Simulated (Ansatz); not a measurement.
The relaxed structure here is a generated cell of Ni: the first start was made by placing the elements on the sites of a structure type, and the end was not matched to a known phase here, so it may be hypothetical. Known forms of Ni include space group No. 225.

A relaxed cell of Ni (Im-3m (No. 229)), relaxed on a k-mesh at least as fine as the one used below. Level of theory: PBEsol (plane waves to 420 eV, PAW, scalar-relativistic; Ansatz, a quantum-chemistry and plane-wave program). Γ-centred k-mesh 16×8×16 on the run's cell (coarser than for final values), Fermi–Dirac smearing 0.05 eV.

```
Ni
1.0
   -1.37778     1.37778     1.37778
    2.75557    -2.75557     2.75557
    1.37778     1.37778    -1.37778
Ni
2
Direct
  0.00000   0.00000   0.00000
  0.00000   0.50000   0.00000
```
Spin-polarised start, with parallel moments on Ni.

The atoms are displaced by (Å):

```tsv
atom	ux	uy	uz
Ni1	0.152	0.001	0.080
Ni2	-0.020	-0.031	-0.044
```

**Question.** What forces (eV/Å) and pressure result?

**Answer.** 
| atom | Fx | Fy | Fz |
|---|---|---|---|
| Ni1 | -1.55 | -0.19 | -1.60 |
| Ni2 | 1.55 | 0.19 | 1.60 |

Pressure +7.0 GPa.

**Question.** Estimate the energy cost of the displacement in the harmonic approximation and compare with the calculation.

**Answer.** For a harmonic well ΔE = −½ Σ F·u = 0.235 eV a cell, or 118 meV/atom. The calculated energy relative to the undisplaced cell is +0.11 eV/atom, so the harmonic estimate holds well.

The undisplaced cell is probably no minimum: from this displacement the run went on to Fm-3m (No. 225), 0.11 eV/atom below it.

Spin state reached: ferromagnetic (net 0.52 μB/atom), from parallel starting moments; other spin orders were not run from this start.
